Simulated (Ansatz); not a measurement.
# Sc₃Al: strain energy, fitted

Sc₃Al, Pm-3m, a = 4.427 Å. The structure is a Materials Project entry; whether it is the stable form wasn't checked. Ansatz: r2SCAN, PAW, 500 eV, Γ-centred 12×12×12 mesh on 4 atoms, Gaussian smearing 0.10 eV; no spin polarisation. Series: biaxial strain in the a-b plane, c and atoms relaxed; x is the strain in per cent. y is the free energy over the unstrained cell, V0 = 21.689 Å³/atom.

```tsv
x (%)	y (meV/atom)
-6.0	?
-4.0	26.83
-2.0	6.45
0.0	0.00
2.0	5.92
4.0	22.26
6.0	46.70
```

Fit y = c2 x² + c3 x³ to the other rows, turn c2 into a modulus, and predict the missing energy.

Least squares on the rows shown. y = 1.5285 x² − 0.038114 x³. In eV per unit strain² c2 is 15.29; M is the biaxial modulus (E = M V0 ε²): 15.29 × 160.2 / (21.689) = 113 GPa. At x = -6.0 the fit asked for gives 63.26 meV/atom. The run gave 62.97 meV/atom, so the fit is 0.29 meV/atom too high, 0.46 % of the span of the series, against an rms of 0.13 meV/atom on the fitted rows. The row lies outside the fitted range. With a term in x⁴ added, a fit to the same known rows predicts 62.11 meV/atom, which misses by about as much or more on the other side: the known rows don't fix the higher terms.

Cost: 7 runs of about 35 core-minutes in all, on AMD EPYC (Zen 3) (shared hosts).